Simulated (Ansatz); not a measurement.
H₄IN:
```
H4IN
1.0
   -2.62225     3.60829     2.49585
    2.62225    -3.60829     2.49585
    2.62225     3.60829    -2.49585
H I N
4 1 1
Direct
  0.87045   0.03025   0.15980
  0.87045   0.71065   0.84020
  0.22374   0.10670   0.11704
  0.98966   0.10670   0.88296
  0.50525   0.00525   0.50000
  0.99145   0.99145   0.00000
```

Relaxed with r²SCAN+D4.

Question: Map the electron localisation function on the plane through (0.870, 0.030, 0.160) spanned by u = [1, 1, 0] and v = [0, 1, 1] in lattice vectors, from r²SCAN+D4 in the plane-wave PAW code Ansatz.

Answer: x is the fraction of u, y of v (the angle between them is 90°; rows are the nearest grid lines); atoms in the plane: H at (0.00, 0.00), H at (0.00, 0.68), I at (0.63, 0.34), N at (0.12, 0.84).
```
|99986431000014566531004999|
|99987653100001233210015999|
|99866665310000000000015899|
|88523676420000000000013688|
|87302676520000000000003578|
|99855666410000000000014799|
|99987654200000122100015999|
|99986532000013455431014999|
|99985310000135677653102899|
|99874100001467777776311489|
|56631000014677777777631135|
|11100000157777766777763111|
|10000003677766554556677631|
|31000015777765422245677753|
|42000025787664211124667764|
|52000036787654128124667765|
|52000025787664213124667765|
|31000025777765321235677763|
|20000014677766544456677642|
|00000002577776665666777420|
|35420000025777777777742123|
|99863100002577777776421379|
|99985210000246777764112799|
|99986431000014566531004999|
```
Scale: ten equal steps from 0.009 (start of '0') to 0.992 (end of '9'), in the order '0123456789'; x runs from 0.000 to 1.00, y from 0.000 (bottom) to 1.00 (top).

The density is the valence pseudo-density with augmentation charge, so density and ELF within about 1 Å of a nucleus are not all-electron values.

Space group Imm2. The first step of the workflow began from a Materials Project structure, measured or hypothetical; the Crystallography Open Database copy checked does not list it. Whether it is the stable phase at ambient conditions was not checked. The r²SCAN+D4 relaxation kept the symmetry of its start. At this level the phase is dynamically unstable (imaginary phonons). Spin–orbit coupling is left out wherever it is not named.

Potentials: the later of the program's two PAW sets.
